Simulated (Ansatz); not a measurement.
# Rocksalt alloy of MgS and CaS (14 of 32 Mg sites exchanged), 64 atoms

Ansatz, PAW, plane waves. PBEsol relaxation of volume and atoms (shape held) at the single k point (½, ½, ½); single points on the relaxed atoms at the Γ point alone, onto which points of the small cell's zone fold. Arrangement: quasirandom. No spin–orbit coupling unless named.

Relaxed structure:

```cif
data_structure
_symmetry_space_group_name_H-M 'P 1'
_symmetry_Int_Tables_number 1
_cell_length_a 10.7912
_cell_length_b 10.7912
_cell_length_c 10.7912
_cell_angle_alpha 90.000
_cell_angle_beta 90.000
_cell_angle_gamma 90.000
_cell_volume 1256.64
loop_
_atom_site_label
_atom_site_type_symbol
_atom_site_fract_x
_atom_site_fract_y
_atom_site_fract_z
_atom_site_occupancy
S1 S 0.25775 0.00004 0.99947 1
S2 S 0.25207 0.99986 0.50035 1
S3 S 0.24191 0.49999 0.99205 1
S4 S 0.24794 0.49985 0.50811 1
S5 S 0.74247 0.00044 0.99933 1
S6 S 0.74921 0.00021 0.50044 1
S7 S 0.75759 0.49968 0.99953 1
S8 S 0.75175 0.49967 0.50075 1
S9 S 0.98950 0.25803 0.00898 1
S10 S 0.98892 0.25131 0.49146 1
S11 S 0.98921 0.74228 0.99228 1
S12 S 0.98878 0.74870 0.50756 1
S13 S 0.51028 0.24230 0.00978 1
S14 S 0.51140 0.24894 0.49025 1
S15 S 0.51072 0.75824 0.00051 1
S16 S 0.51176 0.75114 0.49895 1
S17 S 0.99156 0.00756 0.25928 1
S18 S 0.99222 0.99146 0.74060 1
S19 S 0.00039 0.49235 0.25362 1
S20 S 0.00803 0.50889 0.74660 1
S21 S 0.50942 0.99950 0.25366 1
S22 S 0.50851 0.99029 0.74584 1
S23 S 0.50048 0.50071 0.25941 1
S24 S 0.49274 0.50974 0.74044 1
S25 S 0.25284 0.24966 0.24991 1
S26 S 0.25049 0.25661 0.75016 1
S27 S 0.25895 0.74996 0.24985 1
S28 S 0.25228 0.74330 0.75009 1
S29 S 0.74859 0.24010 0.24927 1
S30 S 0.75033 0.24111 0.75078 1
S31 S 0.74167 0.75936 0.24918 1
S32 S 0.74841 0.75860 0.75054 1
Ca1 Ca 0.99433 0.00006 0.99997 1
Ca2 Ca 0.50200 0.50194 0.00051 1
Ca3 Ca 0.25007 0.25085 0.00124 1
Ca4 Ca 0.25033 0.25067 0.49878 1
Ca5 Ca 0.25182 0.74921 0.99791 1
Ca6 Ca 0.25212 0.74903 0.50204 1
Ca7 Ca 0.25368 0.00096 0.25136 1
Ca8 Ca 0.25201 0.99726 0.74848 1
Ca9 Ca 0.25050 0.49873 0.25212 1
Ca10 Ca 0.75028 0.49826 0.25147 1
Ca11 Ca 0.75171 0.50271 0.74891 1
Ca12 Ca 0.99806 0.25154 0.74824 1
Ca13 Ca 0.99570 0.74971 0.25183 1
Ca14 Ca 0.50279 0.24791 0.74800 1
Mg1 Mg 0.99148 0.99982 0.49995 1
Mg2 Mg 0.99762 0.50032 0.99821 1
Mg3 Mg 0.99740 0.50033 0.50111 1
Mg4 Mg 0.50630 0.99833 0.00296 1
Mg5 Mg 0.50739 0.99787 0.49821 1
Mg6 Mg 0.50454 0.50255 0.49926 1
Mg7 Mg 0.74967 0.24592 0.00347 1
Mg8 Mg 0.74997 0.24619 0.49628 1
Mg9 Mg 0.74840 0.75438 0.99805 1
Mg10 Mg 0.74905 0.75381 0.50186 1
Mg11 Mg 0.24880 0.50357 0.74770 1
Mg12 Mg 0.74740 0.00078 0.25255 1
Mg13 Mg 0.74830 0.99761 0.74744 1
Mg14 Mg 0.99309 0.25029 0.25208 1
Mg15 Mg 0.99510 0.74889 0.74784 1
Mg16 Mg 0.50562 0.24575 0.25180 1
Mg17 Mg 0.50474 0.75383 0.25254 1
Mg18 Mg 0.50437 0.75175 0.74701 1
```

(1) What are the mean bond lengths by pair (pairs within 1.2 times the sum of covalent radii, less contacts 15 % beyond the pair's median; cation–cation pairs of compounds aside; long ionic contacts are cut short by that bound)?

(2) What gap lies between the top filled and the lowest empty level in the single points?

Results:

(1) Ca–S 2.754 ± 0.053 Å (standard deviation, 84 bonds); Mg–S 2.657 ± 0.062 Å (standard deviation, 108 bonds).

(2) HSE06 3.74 eV (5.1 min on 7 threads of Neoverse-V2).
